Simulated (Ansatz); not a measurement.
Input and command of a plane-wave DFT calculation in Ansatz:

```yaml
crystal:
  lattice:
    - [3.9119051021, 0.0, 0.0]
    - [0.0, 3.9119051021, 0.0]
    - [0.0, 0.0, 3.9119051021]
  atoms:
    - { symbol: V, position: [0.0, 0.5, 0.5] }
    - { symbol: V, position: [0.5, 0.0, 0.5] }
    - { symbol: V, position: [0.5, 0.5, 0.0] }
    - { symbol: Ni, position: [0.0, 0.0, 0.0] }
    - { symbol: Mo, position: [0.5, 0.5, 0.5] }
basis:
  ecutwfc: 420
kpoints:
  mp_grid: { grid: [4, 4, 4] }
hamiltonian:
  xc: pbe
scf:
  occupations: { method: gaussian, width: 0.1 }
  lower_state_search: "off"
output:
  forces: true
  stress: true
  eigenvalues: true
relax:
  adjacent_minimum: "off"
  f_tol: 0.04
  max_steps: 70
  cell: { stress_tol: 0.4 }
```

```bash
ansatz run input.yaml --threads 1 --pin off --max-ram 2560MiB --backend cpu --events-out ev --progress --plain --runs-dir out
```

Processor: Arm Neoverse V2, 1 thread, on a host shared with other jobs.

Problem. Estimate time, memory and problem size.

Solution. About 18 s on 1 thread of Arm Neoverse V2, with other jobs on the host, peak memory 0.39 GiB. It solves 43 bands at 10 k points (the mesh reduced by symmetry) with about 1743 plane waves (on the last cell), in 66 SCF iterations over 9 ionic steps.
